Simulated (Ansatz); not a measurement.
**Be3Rh: how the energy converges with the cutoff**

Be3Rh, P1, a = 4.290 Å, b = 4.225 Å, c = 4.288 Å, α, β, γ = 135.2°, 136.2°, 65.1°. Ansatz: PBEsol, PAW, cutoff varied, Γ-centred 10×10×12 mesh on 4 atoms, Gaussian smearing 0.10 eV; no spin polarisation. Single points at one geometry with displaced atoms, the cutoff alone changed; ΔE is the energy at zero smearing over the run at 600 eV. The runs up to 350 eV lie under the cutoff recommended for these PAW datasets.

| cutoff (eV) | ΔE (meV/atom) |
| --- | --- |
| 200 | 2645.69 |
| 250 | 431.85 |
| 300 | ? |
| 350 | 4.84 |
| 420 | 0.63 |

Question: Assume ΔE falls exponentially with the cutoff, fit y = ln ΔE against x, the cutoff in eV, to the other rows, and predict the missing value.

Answer: y = 7.881, 6.068, 1.577, -0.462. Means x = 305.0, y = 3.7660; Σ(Δx)² = 29300, ΣΔxΔy = -1143; the slope is their ratio. y = 15.67 − 0.03902 x, a factor of ten per 59 eV. At 300 eV this gives ΔE = 52.67 meV/atom. The run gave 53.18, a ratio of 0.99. Between neighbouring rows the decay runs from a factor of ten per 48 eV to one per 79 eV, so one exponential is only a rough guide.